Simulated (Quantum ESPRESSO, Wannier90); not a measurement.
## ZrN (rock salt): Wannier90 run

```xyz
2
Lattice="0.0000 2.2943 2.2943 2.2943 0.0000 2.2943 2.2943 2.2943 0.0000" Properties=species:S:1:pos:R:3 pbc="T T T"
Zr     2.2943     2.2943     2.2943
N      0.0000     0.0000     0.0000
```

Structure: Materials Project mp-1352, symmetrised, not relaxed again. COD (Crystallography Open Database) has an entry of this formula and space group (matched by these alone). Computed values, not measurements, from PBEsol: Quantum ESPRESSO (norm-conserving PseudoDojo potentials, cutoff 68 Ry, no spin polarisation, no spin-orbit coupling) on a Γ-centred 12×12×12 mesh, then Wannier90. Density: 12×12×12 mesh, cold smearing 0.01 Ry.

Base run: 8 functions from bands 6-22 of the 22 computed, start hydrogen-like Zr: d; N: p, frozen window up to 1.50 eV relative to the Fermi level, outer window open. Rows change the key named; with other orbitals the number of functions and the frozen window follow, as listed; window edges are relative to the Fermi level. The misfit compares interpolated bands with pw.x on a high-symmetry path, for states up to 1.0 eV relative to the Fermi level. Converged means that the tolerances were met: symmetric starts can stop on a saddle, which shows as a larger Ω_OD at equal Ω_I and can move the misfit too.

Rows with other orbitals or bands describe another subspace, so their Ω_I can't be set against the base's. Runs that didn't settle are not listed.

```json
[
 {"setting": "base", "orbitals": "Zr d, N p", "bands": "6-22", "functions": "8", "frozen to (eV)": "1.50", "Ω_I (Å²)": "10.35", "Ω_D (Å²)": "0.00", "Ω_OD (Å²)": "0.29", "rms misfit (meV)": "1.8", "worst (meV)": "12", "ended": "converged"},
 {"setting": "num_iter = 0 (projection only)", "orbitals": "Zr d, N p", "bands": "6-22", "functions": "8", "frozen to (eV)": "1.50", "Ω_I (Å²)": "10.35", "Ω_D (Å²)": "0.00", "Ω_OD (Å²)": "0.32", "rms misfit (meV)": "1.9", "worst (meV)": "13", "ended": "no minimisation"},
 {"setting": "other orbitals: Zr: d; N: s;p", "orbitals": "Zr d, N sp", "bands": "5-22", "functions": "9", "frozen to (eV)": "1.50", "Ω_I (Å²)": "9.72", "Ω_D (Å²)": "0.00", "Ω_OD (Å²)": "1.50", "rms misfit (meV)": "1.6", "worst (meV)": "12", "ended": "converged"},
 {"setting": "other orbitals: Zr: s;d; N: p", "orbitals": "Zr sd, N p", "bands": "6-22", "functions": "9", "frozen to (eV)": "1.50", "Ω_I (Å²)": "12.63", "Ω_D (Å²)": "0.00", "Ω_OD (Å²)": "0.32", "rms misfit (meV)": "2.1", "worst (meV)": "13", "ended": "converged"},
 {"setting": "start: atomic waves of the pseudopotential files", "orbitals": "Zr 4d, Zr 5s, N 2p", "bands": "6-22", "functions": "9", "frozen to (eV)": "1.50", "Ω_I (Å²)": "12.63", "Ω_D (Å²)": "0.00", "Ω_OD (Å²)": "0.32", "rms misfit (meV)": "2.2", "worst (meV)": "13", "ended": "converged"},
 {"setting": "atomic waves with projectability windows 0.01 and 0.95", "orbitals": "Zr 4d, Zr 5s, N 2p", "bands": "6-22", "functions": "9", "frozen to (eV)": "1.50", "Ω_I (Å²)": "13.93", "Ω_D (Å²)": "0.00", "Ω_OD (Å²)": "0.44", "rms misfit (meV)": "2.8", "worst (meV)": "31", "ended": "converged"}
]
```
